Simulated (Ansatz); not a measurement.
The start is a generated trial cell of WC in the AFLOW prototype AB_hP12_194_df_ce (B18, as in CuS). Cell shape, volume and atoms are optimised at zero target pressure with PBE (plane waves to 420 eV, PAW, scalar-relativistic; Ansatz, an electronic-structure program). The first steps use a coarse 6×6×2 k-mesh.

Input geometry:
```
CELL_PARAMETERS angstrom
      3.43392     0.00000     0.00000
     -1.71696     2.97387     0.00000
      0.00000     0.00000    14.14853
ATOMIC_POSITIONS crystal
  W  0.33333 0.66667 0.75000
  W  0.66667 0.33333 0.25000
  W  0.33333 0.66667 0.10724
  W  0.66667 0.33333 0.60724
  W  0.66667 0.33333 0.89276
  W  0.33333 0.66667 0.39276
  C  0.33333 0.66667 0.25000
  C  0.66667 0.33333 0.75000
  C  0.00000 0.00000 0.06370
  C  0.00000 0.00000 0.56370
  C  0.00000 0.00000 0.93630
  C  0.00000 0.00000 0.43630
```

What pressure does the first self-consistent step give?

+15 GPa (positive: the cell is compressed).

What is the largest force in the starting geometry, and on which atom (counted from 1)?

About 2.7 eV/Å, on W3, W4, W5, W6 (atoms numbered as listed).

How do the shortest distances between atoms change?

The closest pairs of elements (up to four, under 3.6 Å), start → end: C–C 1.80 → 2.67 Å; C–W 1.98 → 2.04 Å; W–W 2.83 → 2.96 Å.

Give the final cell and atomic positions.


Space group P6₃/mmc (No. 194); a = b = 3.5298 Å, c = 13.6516 Å, α = β = 90.00°, γ = 120.00°

```tsv
atom	site	symmetry	x	y	z
W	2d	-6m2	0.6667	0.3333	0.2500
W	4f	3m.	0.3333	0.6667	0.0932
C	2c	-6m2	0.3333	0.6667	0.2500
C	4e	3m.	0.0000	0.0000	0.0979
```

The space group stays P6₃/mmc (No. 194) (the run could not lower it), with 12 atoms in the primitive cell. Final values are on a 12×12×3 k-mesh of the relaxed cell. No spin polarisation in the result.

The run could not lose the symmetry of its start, so the end can be a saddle point.

The relaxed structure here is a generated cell of WC: the first start was made by placing the elements on the sites of a structure type, and the end was not matched to a known phase here, so it may be hypothetical. Known forms of WC include space group No. 187.
